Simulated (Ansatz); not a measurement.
Mg in space group P6/mmm (No. 191; Mg on 2e, Mg on 2d, Mg on 3f) under volume change, PBEsol (plane waves, PAW; program Ansatz), shape and atoms relaxed at each volume.

```tsv
V (Å³/atom)	E − E(relaxed) (meV/atom)	P (GPa)
21.161	24.0	3.98
21.859	(withheld)	(withheld)
22.556	2.4	1.13
23.254	0.0	0.00
23.951	(withheld)	(withheld)
24.649	8.3	-1.81
25.347	17.8	-2.53
```

Fill in the missing entries.


- 23.951, E − E(relaxed) (meV/atom): 2.2
- 23.951, P (GPa): -0.97
- 21.859, E − E(relaxed) (meV/atom): 10.1
- 21.859, P (GPa): 2.45

What does a third-order Birch–Murnaghan fit give for V₀, B₀ and B′?

V₀ = 23.25 Å³/atom, B₀ = 34.9 GPa, B′ = 4.0.

The start of the workflow was typed in or built on a structure type; the Crystallography Open Database copy checked does not list it. It is not the phase usual at ambient conditions (space group No. 194). Symmetry was held in the PBEsol relaxation; whether a distortion lowers the energy is not shown.

Potentials: the earlier of the program's two PAW sets. The files were generated under PBE; for other functionals the program regenerates the frozen cores, and for LDA and PBEsol the local potential too.
